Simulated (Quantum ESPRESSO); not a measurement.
Field gradients of KSrYWO6 from a PBE PAW density (pw.x of a modified build of Quantum ESPRESSO, JTH datasets) with the all-electron reconstruction of Petrilli and co-workers. The input of pw.x:

```
&CONTROL
  calculation = 'scf'
  prefix = 'x'
  pseudo_dir = './pseudo'
  outdir = './out'
  tprnfor = .true.
/
&SYSTEM
  ibrav = 0
  nat = 10
  ntyp = 5
  ecutwfc = 45
  ecutrho = 180
  occupations = 'fixed'
  nbnd = 44
/
&ELECTRONS
  conv_thr = 1e-11
/
ATOMIC_SPECIES
K 39.098 K.GGA_PBE-JTH.UPF
Sr 87.620 Sr.GGA_PBE-JTH.UPF
Y 88.906 Y.GGA_PBE-JTH.UPF
W 183.840 W.GGA_PBE-JTH.UPF
O 15.999 O.GGA_PBE-JTH.UPF
CELL_PARAMETERS angstrom
    0.000000000000     4.193490000000     4.193490000000
    4.193490000000     0.000000000000     4.193490000000
    4.193490000000     4.193490000000     0.000000000000
ATOMIC_POSITIONS crystal
K      0.250000000000     0.250000000000     0.250000000000
Sr     0.750000000000     0.750000000000     0.750000000000
Y      0.500000000000     0.500000000000     0.500000000000
W      0.000000000000    -0.000000000000     0.000000000000
O      0.767240000000     0.232760000000     0.232760000000
O      0.767240000000     0.232760000000     0.767240000000
O      0.232760000000     0.767240000000     0.767240000000
O      0.232760000000     0.767240000000     0.232760000000
O      0.767240000000     0.767240000000     0.232760000000
O      0.232760000000     0.232760000000     0.767240000000
K_POINTS automatic
5 5 5 0 0 0
```
Geometry: a computed entry of the Materials Project; it was not checked against measured cells. It is KSrYWO6 in F-43m; whether this form has been observed was not checked. Stability against distortions was not tested. Forces on the atoms reach 0.37 eV/Å at this level. The run has no spin polarisation.

Vzz is the sum of three terms, each taken along its main axis: the smooth valence density, the ions (nucleus and frozen core) with the augmentation charges of all other spheres, and the all-electron minus smooth density in the atom's own sphere. The split hangs on the datasets.  Cores are frozen. Against all-electron runs on small test molecules, this scheme's |Vzz| missed by −2 to +6 % on O.

```tsv
site	smooth valence density	ions and other spheres	own sphere	Vzz (a.u.)
O (atoms 5, 6, 7, 8, 9, 10)	0.235	-0.284	…	…
```

Complete the blanks.


- O (atoms 5, 6, 7, 8, 9, 10), own sphere: -0.131
- O (atoms 5, 6, 7, 8, 9, 10), Vzz (a.u.): -0.180
